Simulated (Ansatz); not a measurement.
Input file of a DFT run on Pd with Ansatz:

```yaml
crystal:
  lattice:
    - [0.0, 1.945, 1.945]
    - [1.945, 0.0, 1.945]
    - [1.945, 1.945, 0.0]
  atoms:
    - { symbol: Pd, position: [0.0, 0.0, 0.0] }
basis:
  ecutwfc: 420
  ecutrho_ratio: 4
kpoints:
  mp_grid: { grid: [18, 18, 18] }
hamiltonian:
  xc: pbe
scf:
  occupations: { method: gaussian, width: 0.05 }
output:
  forces: true
  stress: true
  eigenvalues: true
```

Question: Before reading the output: what should come out?

Answer: Pressure 7.5 GPa, gap on the mesh zero (metallic) (PBE, scalar-relativistic).

The output:

```
Pseudopotentials: kind: paw
Pseudopotential: Pd, paw, valence charge 18, recommended cutoff 420 eV (normal), Pd.paw.azcp
Crystal: 1 atoms, lattice volume = 14.716 Å³
Basis set: ecut = 420 eV, 283 PW (Γ), exchange–correlation on 40×40×40 points (8 copies of the dense FFT grid, shifted against one another)
Bands: 13, of which v1, the nominal top of the filled ones, is band 9 counted from 1 (8 counted from 0)
Symmetry: 48 space group operations
Space group: Fm-3m (ITA 225), of the structure as read, at distance tolerance 2.5e-5 Å
k-points: 195 of 5832
Initial density: superposition of atomic densities (neutral atoms: chi_scale 0, normalization atom), corrected by the library's trained network
Initial wavefunctions: pseudopotential atomic-orbital guess
Functional: x = pbe(κ = 0.804, μ = 0.21951), c = pbe(β = 0.06672)
```

SCF trace (energy estimate counted from the last row):
```tsv
iteration	ΔE (eV)	density residual (eV)
1	-1.8e-04	1.65e-3
2	8.4e-05	2.08e-4
3	3.0e-06	2.48e-5
4	0.000	2.98e-7
5	0.000	5.23e-9
6	0.000	1.22e-10
```

```
SCF 1 converged in 6 iterations: F = -6972.839653 eV  dr2 = 1.22e-10
SCF converged after 6 iterations
Free energy (F): -6972.839653 eV
E sigma→0 (E₀):  -6972.837980 eV
Entropy (-TS):   -0.003346 eV (-3.346 meV/atom)
Fermi energy:    19.876399 eV
--- Forces (eV/Å), atoms counted from 1 ---
  atom   1  Pd     0.00000000     0.00000000     0.00000000
--- Stress (GPa, compression-positive) ---
        7.460331       0.000000       0.000000
        0.000000       7.460331       0.000000
        0.000000       0.000000       7.460331
  P = ⅓ Tr σ = 7.4603 GPa (74.603 kbar)
```

It took about 1.2 core-seconds on a shared host.
